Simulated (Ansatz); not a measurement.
Relaxed Sc (hcp, Mg type):

```xyz
2
Lattice="3.3195 0.0000 0.0000 -1.6597 2.8748 0.0000 0.0000 0.0000 5.1664" Properties=species:S:1:pos:R:3 pbc="T T T"
Sc     0.0000     1.9165     3.8748
Sc     1.6597     0.9583     1.2916
```

Scan: atom 1 (Sc, nearest neighbour Sc at 3.217 Å; its periodic images, 3.3 Å or more away, move with it) is displaced along Cartesian x, direction (1.000, 0.000, 0.000) in Cartesian axes, by s. The other atoms stay.

All values below come from PBE (plane waves to 420 eV, PAW, scalar-relativistic; Ansatz, a first-principles code). k mesh 13×13×7 (Γ-centred), Fermi-Dirac smearing 0.05 eV. Energies are smeared free energies. With partly filled bands, energies and forces of such displacements shift with the k mesh and the smearing. Sc is run without spin polarisation. Sc was relaxed with its symmetry unable to fall. The PAW data are Ansatz's earlier set. The zero of ΔE is the undisplaced structure. The last digit holds for this mesh only.

```json
[
 {"s (Å)": "-0.640", "ΔE (meV/cell)": "withheld"},
 {"s (Å)": "-0.512", "ΔE (meV/cell)": "180.5"},
 {"s (Å)": "-0.384", "ΔE (meV/cell)": "105.1"},
 {"s (Å)": "-0.256", "ΔE (meV/cell)": "47.5"},
 {"s (Å)": "-0.128", "ΔE (meV/cell)": "12.0"},
 {"s (Å)": "0.000", "ΔE (meV/cell)": "0.0"},
 {"s (Å)": "0.128", "ΔE (meV/cell)": "12.0"},
 {"s (Å)": "0.256", "ΔE (meV/cell)": "47.5"},
 {"s (Å)": "0.384", "ΔE (meV/cell)": "105.1"},
 {"s (Å)": "0.512", "ΔE (meV/cell)": "180.5"},
 {"s (Å)": "0.640", "ΔE (meV/cell)": "withheld"}
]
```

Task: Fit an even polynomial form (powers 2, 4) to the given rows and predict ΔE at s = 0.640.

Result: Least squares on the 9 given rows: ΔE = (740.9)·s² + (-199.3)·s⁴, in meV/cell with s in Å; root-mean-square residual 0.13 meV/cell. At 0.640 the fit gives 270.0 meV/cell; the calculation gives 265.4 meV/cell, so the extrapolation is off by 4.6 (+1.7 %). The quadratic term alone would give 303.5 meV/cell.

(For displaced atoms, the force is minus the slope of the energy, and its curvature is a force constant, which sets phonon frequencies.)
